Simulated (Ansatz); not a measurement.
The start is a relaxed Cr cell, doubled along one cell vector, shaken by Gaussian noise of σ = 0.08 Å a coordinate. The cell and all atomic positions are relaxed at zero pressure with PBE (plane waves to 420 eV, PAW, scalar-relativistic; Ansatz, a program for electronic structure). First-step values are on the input's coarse k-mesh.

Ansatz input (later rounds restart from its end on a renewed k-mesh):
Ansatz 0.2 input:
```yaml
crystal:
  lattice:
    - [2.6716972994, -4.0868489504, 0]
    - [1.3358486497, 2.0434244752, 0]
    - [0, 0, 2.2564712015]
  atoms:
    - { symbol: Cr, position: [0.2378227229, 0.5004509216, 0.5559959014] }
    - { symbol: Cr, position: [0.7414540171, 0.5155268298, 0.4439938138] }
basis: { ecutwfc: 420, ecutrho_ratio: 4, xc_grid: 2, fft_grid_basis: typed }
kpoints: { mp_grid: { grid: [7, 14, 14] } }
hamiltonian:
  xc: pbe
  dispersion: none
  pseudopotentials: { azcp: { folder: ./paw }, kind: paw }
scf: { occupations: { method: fermi_dirac, width: 0.05 } }
relax: { f_tol: 0.01, max_steps: 100, cell: { stress_tol: 0.02 } }
output: { forces: true, stress: true }
```

Q: What is the largest force in the starting geometry, and on which atom (counted from 1)?

A: 1.00 eV/Å, on Cr1, Cr2 (atoms numbered as listed).

Q: How does the volume per atom move from start to end?

A: -6.2 %, from 12.32 to 11.55 Å³/atom.

Q: Does it find its way back to the structure it was made from?

A: It does not go back: it reaches Im-3m (No. 229), bcc (W type), 0.74 eV/atom below the parent.

Q: Write out the relaxed structure.

A: 
```cif
data_Cr2
_chemical_formula_sum 'Cr2'
_space_group_name_H-M_alt 'Im-3m'
_space_group_IT_number 229
_space_group_name_Hall '-I 4 2 3'
_cell_length_a 2.84794
_cell_length_b 2.84794
_cell_length_c 2.84794
_cell_angle_alpha 90.000
_cell_angle_beta 90.000
_cell_angle_gamma 90.000
loop_
_atom_site_label
_atom_site_type_symbol
_atom_site_symmetry_multiplicity
_atom_site_Wyckoff_symbol
_atom_site_fract_x
_atom_site_fract_y
_atom_site_fract_z
_atom_site_occupancy
Cr1 Cr 2 a 0.00000 0.00000 0.00000 1
```
(The calculation used a cell of 1 atom; values per cell refer to that cell.)

Final values are on a 23×23×23 k-mesh of the relaxed cell. No spin polarisation in the result. A magnetic state may lie lower.

The run could not lose the symmetry of its start.

Of the parent cell (Cmmm (No. 65)): it is a generated cell of Cr: the first start was made by a random draw of sites in a space group, and the end was not matched to a known phase here, so it may be hypothetical. Known forms of Cr include space group No. 229.
